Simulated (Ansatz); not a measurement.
Relaxation of a relaxed Si2W cell shaken by Gaussian noise of σ = 0.08 Å a coordinate; 9 atoms in the cell, which starts as P1 (No. 1), aP9; a = b = 4.579 Å, c = 6.609 Å, α = β = 90.00°, γ = 120.00°. Level of theory: r2SCAN (plane waves to 500 eV, PAW, scalar-relativistic; Ansatz, a first-principles code). Γ-centred k-mesh 6×6×4 on the run's cell (coarser than for final values), Fermi–Dirac smearing 0.05 eV. This is the first round of the run. 

The optimiser's lines from the output (shortened; P is positive under compression):

```
relax step   1: F+E_penalty+E_count = -35027.52368749 eV  Δ(F+E_penalty+E_count) = +0.000e0 eV  max|allowed force component| = 2.824e0 eV/Å  Δτ_max = 0.0000 Å  P = +4.329 GPa  Ω = 120.037 Å³  (7 SCF iters, dr2 threshold 1.00e-7 eV, accepted)
relax step   2: F+E_penalty+E_count = -35028.26808489 eV  Δ(F+E_penalty+E_count) = -7.444e-1 eV  max|allowed force component| = 9.986e-1 eV/Å  Δτ_max = 0.1948 Å  P = +1.765 GPa  Ω = 119.409 Å³  (9 SCF iters, dr2 threshold 9.00e-7 eV, accepted)
relax step   3: F+E_penalty+E_count = -35028.45187103 eV  Δ(F+E_penalty+E_count) = -1.838e-1 eV  max|allowed force component| = 2.901e-2 eV/Å  Δτ_max = 0.0868 Å  P = +0.007 GPa  Ω = 120.038 Å³  (8 SCF iters, dr2 threshold 9.00e-7 eV, accepted)
relax step   4: F+E_penalty+E_count = -35028.45233215 eV  Δ(F+E_penalty+E_count) = -4.611e-4 eV  max|allowed force component| = 8.472e-3 eV/Å  Δτ_max = 0.0029 Å  P = +0.007 GPa  Ω = 120.040 Å³  (5 SCF iters, dr2 threshold 4.38e-7 eV, accepted)
relax step   5: F+E_penalty+E_count = -35028.45243148 eV  Δ(F+E_penalty+E_count) = -9.932e-5 eV  max|allowed force component| = 2.009e-4 eV/Å  Δτ_max = 0.0006 Å  P = -0.000 GPa  Ω = 120.043 Å³  (4 SCF iters, dr2 threshold 1.09e-7 eV, accepted)
relax step   6: F+E_penalty+E_count = -35028.45243574 eV  Δ(F+E_penalty+E_count) = -4.261e-6 eV  max|allowed force component| = 2.044e-4 eV/Å  Δτ_max = 0.0000 Å  P = -0.001 GPa  Ω = 120.043 Å³  stress off target by 3.19e-3 GPa  SCF on the basis re-selected at this cell (its energy is not comparable with the rows above)  (5 SCF iters)
```

From the first to the last row the energy changes by -0.10 eV/atom and the volume by 0.0 %. The last row is marked as not comparable with the walk above it, whose basis was carried along; it does compare with step 1, since both stand on a basis selected at the nominal cutoff for their own cell.

Later rounds, restarted from the end of this one on a renewed k-mesh, logged 2 more steps and released under 0.01 eV/atom more. The final structure after all rounds: P6₂22 (No. 180), hP9, AFLOW prototype AB2_hP9_180_d_j (C40, as in CrSi2); a = b = 4.579 Å, c = 6.610 Å, α = β = 90.00°, γ = 120.00°. No spin polarisation in the result.

The first start was generated by placing the elements on the sites of a structure type. Materials Project lists a structure of Si2W in the same space group, P6₂22 (No. 180); the sites were not compared with it, nor with measured phases. Known forms of Si2W include space group No. 139.
